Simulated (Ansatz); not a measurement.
BiRh (NiAs type)

```cif
data_Bi2Rh2
_chemical_formula_sum 'Bi2 Rh2'
_space_group_name_H-M_alt 'P63/mmc'
_space_group_IT_number 194
_space_group_name_Hall '-P 6c 2c'
_cell_length_a 4.12992
_cell_length_b 4.12992
_cell_length_c 5.69239
_cell_angle_alpha 90.000
_cell_angle_beta 90.000
_cell_angle_gamma 120.000
loop_
_atom_site_label
_atom_site_type_symbol
_atom_site_symmetry_multiplicity
_atom_site_Wyckoff_symbol
_atom_site_fract_x
_atom_site_fract_y
_atom_site_fract_z
_atom_site_occupancy
Bi1 Bi 2 c 0.33333 0.66667 0.25000 1
Rh1 Rh 2 a 0.00000 0.00000 0.00000 1
```

Two coordinates are scanned: the volume, and the ratio of the stretch along z (the conventional c axis) to the stretch across it. Atoms keep their fractional coordinates.

All values below come from r2SCAN (plane waves to 500 eV, PAW, scalar-relativistic; Ansatz, a first-principles code). k mesh 13×13×8 (Γ-centred), Fermi-Dirac smearing 0.05 eV. The energy includes the smearing's −TS. Compression counts positive. With partly filled bands, the response to shear is sensitive to the k mesh, so small differences along c/a are uncertain. BiRh is run without spin polarisation. BiRh was relaxed with its symmetry unable to fall. Spin-orbit coupling is left out, though Bi is heavy. The zero of ΔE is the relaxed starting cell.

ΔE (meV/atom), with V/V₀ across and (c/a)/(c/a)₀ down:

```
(c/a)/(c/a)₀ \ V/V₀  0.960  0.980  1.000  1.020  1.040
-------------------  -----  -----  -----  -----  -----
0.960                   25     13      9     11     19
0.980                   17      6      2      5     14
1.000                   14      3      0      3     12
1.020                   16      5      2      5     14
1.040                   21     10      7     10     20
```

σxx (GPa), with V/V₀ across and (c/a)/(c/a)₀ down:

```csv
(c/a)/(c/a)₀ \ V/V₀,0.960,0.980,1.000,1.020,1.040
0.960,4.2,1.3,-1.3,-3.6,-5.6
0.980,4.9,2.0,-0.7,-3.0,-5.0
1.000,5.7,2.7,0.0,-2.3,-4.4
1.020,6.4,3.3,0.6,-1.7,-3.8
1.040,7.0,4.0,1.3,-1.2,-3.3
```

Summary:

The modulus against c/a change at fixed volume, (3/4V)·∂²E/∂(ln c/a)² (fit, atoms clamped) is 56 GPa. Lowest place on the grid: V/V₀ = 1.000, (c/a)/(c/a)₀ = 1.000 (0 meV/atom). Highest place on the grid: V/V₀ = 0.960, (c/a)/(c/a)₀ = 0.960 (25 meV/atom).

(Under strain, the slope of the energy per volume gives the stress and its curvature an elastic modulus.)
